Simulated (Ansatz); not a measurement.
Input:

AlRu:
```
AlRu
1.0
    2.95378     0.00000     0.00000
    0.00000     2.95378     0.00000
    0.00000     0.00000     2.95378
Al Ru
1 1
Cartesian
  0.00000   0.00000   0.00000
  1.47689   1.47689   1.47689
```

This is the LDA-relaxed structure.

**Question.** All from LDA (plane waves, PAW; program Ansatz), unless another level is named. Give the Poisson's ratio.

**Answer.** 0.28.

**Question.** What about the highest zone-centre frequency?

**Answer.** 325 cm⁻¹.

Space group Pm-3m (CsCl type). The LDA relaxation kept the symmetry of its start; of distortions, only those at the zone centre were tested. No spin polarisation was allowed. As this level gives no gap, phonon frequencies hold no LO–TO term and depend on the k-mesh and smearing (Fermi–Dirac, 0.1 eV here).

Potentials: the later of the program's two PAW sets.
